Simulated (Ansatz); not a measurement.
SnSe (space group Pnma)

```yaml
crystal:
  lattice:
    - [11.32003, 0.00000, 0.00000]
    - [0.00000, 4.11524, 0.00000]
    - [0.00000, 0.00000, 4.31826]
  atoms:
    - { symbol: Sn, position: [0.11733, 0.25000, 0.90507] }
    - { symbol: Sn, position: [0.88267, 0.75000, 0.09493] }
    - { symbol: Sn, position: [0.38267, 0.75000, 0.40507] }
    - { symbol: Sn, position: [0.61733, 0.25000, 0.59493] }
    - { symbol: Se, position: [0.64242, 0.75000, 0.02406] }
    - { symbol: Se, position: [0.35758, 0.25000, 0.97594] }
    - { symbol: Se, position: [0.85758, 0.25000, 0.52406] }
    - { symbol: Se, position: [0.14242, 0.75000, 0.47594] }
```

The slice is a (1 0 -1) plane (indices of the conventional cell) through the point (0.358, 0.250, 0.976) (fractional), spanned by u = [010] and v = [101] in vectors of this cell: u (4.12 Å) and v (12.12 Å, at 90° to u). It covers one period; positions are fractions (u, v).

Calculation: LDA (plane waves to 420 eV, PAW, scalar-relativistic; Ansatz, a first-principles code). k mesh 3×8×8. Near the nuclei the fields are pseudised (PAW); where an atom keeps semicore shells as valence, they peak there. SnSe was relaxed with its symmetry unable to fall.

Problem. Sketch the electron localisation function (ELF) on this plane as a map.

Solution. 
```
v \ u  0.00  0.12  0.25  0.38  0.50  0.62  0.75  0.88
-----  ----  ----  ----  ----  ----  ----  ----  ----
0.90   0.69  0.59  0.26  0.06  0.03  0.06  0.26  0.59
0.75   0.30  0.31  0.36  0.62  0.68  0.62  0.36  0.31
0.60   0.75  0.67  0.29  0.05  0.03  0.05  0.29  0.67
0.45   0.74  0.76  0.65  0.24  0.11  0.24  0.65  0.76
0.30   0.26  0.19  0.29  0.67  0.75  0.67  0.29  0.19
0.15   0.08  0.05  0.06  0.16  0.23  0.16  0.06  0.05
0.00      x  0.61  0.75  0.35  0.08  0.35  0.75  0.61
```

Values: electron localisation function (ELF). Points within 0.5 Å of a nucleus are blanked (x), as the pseudised field means little there.
